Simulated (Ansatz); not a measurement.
SnSe in space group Pnma (No. 62; Sn on 4c, Se on 4c), DFT-r²SCAN in the program Ansatz with PAW potentials, all energies at zero smearing, with the estimated change up to a 700 eV cutoff added, with one set of potentials and settings (totals compare only within such a set). Cell of 8 atoms (4 Sn, 4 Se): -46071.017 eV.

```tsv
element	reference phase	E (eV/atom)
Sn	Fd-3m, 2 atoms in the cell	-6038.7047
Se	P3_121, 3 atoms in the cell	-5478.1406
```

Formation energy per atom, worked out: (-46071.017 − 4×(-6038.7047) − 4×(-5478.1406))/8 = -0.454 eV/atom (-44 kJ per mol of atoms), at 0 K, without zero-point energy or fitted corrections.

Symmetry was held in the r²SCAN relaxation. A crystal of weakly bound layers computed without a dispersion correction: the cell and the soft elastic constants depend strongly on that. The references are the lowest solids computed at this level, not always the standard phases. Scalar-relativistic: spin–orbit coupling is off unless named, which matters more the heavier the elements.

Potentials: the earlier of the program's two PAW sets.
